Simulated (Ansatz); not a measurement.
NaCl, a database entry at a rescaled volume

```yaml
crystal:
  lattice:
    - [0.00000, 2.86557, 2.86557]
    - [2.86557, 0.00000, 2.86557]
    - [2.86557, 2.86557, 0.00000]
  atoms:
    - { symbol: Na, position: [0.00000, 0.00000, 0.00000] }
    - { symbol: Cl, position: [0.50000, 0.50000, 0.50000] }
```

Level: r2SCAN, no spin polarisation; 500 eV; 8×8×8 Γ-centred mesh; fermi-dirac occupations (width 0.1373 eV); Ansatz 0.2.0, fixed geometry.

- Stress: The pressure is -1.5 GPa (compression positive), so with the atoms held at these fractions the cell would first shrink.
- Formation energy: -2.09 eV an atom against the elements' usual phases (free molecules for gases, crystals otherwise, with no correction for O₂ or N₂), so it is bound against them; other compounds may still compete. Relaxing would lower it.
- Band edges: Within 0.7 eV of the edges, the states project mainly on Cl p (99 %) below the gap and on Na s (75 %) and Cl s (21 %) above it.
- Electronic structure: The gap is 5.71 eV, direct at the points sampled. A semilocal functional usually gives too small a gap.
- Contacts: Na–Cl at 2.87 Å: least valence density 0.07 e/Å³ and ELF 0.02 there, a closed-shell (ionic or weak) contact. Both are smooth PAW fields, read partly inside the augmentation spheres.

Origin: a database entry at a rescaled volume.
